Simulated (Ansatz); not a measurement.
According to DFT-PBE in the program Ansatz with PAW potentials, MoPd in the orthorhombic phase (Cmcm; Mo on 4c, Pd on 4c) relaxes to a = 2.658 Å, b = 10.624 Å, c = 4.352 Å. Against the elements it lies at 4.2 kJ/mol of atoms, with no fitted shifts.

Electronic character: metallic (no gap).

The start of the workflow was typed in or built on a structure type; neither database checked (COD, Materials Project) lists it. Whether it is the stable phase at ambient conditions was not checked. Symmetry was held in the PBE relaxation; its stability against distortions is not shown here. No spin polarisation was allowed. Axis ratios of metals converge slowly with the k-mesh, so a and c are less sure than the volume. The references are the lowest solids computed at this level, not always the standard phases. Spin–orbit coupling is left out wherever it is not named.

Potentials: the earlier of the program's two PAW sets.
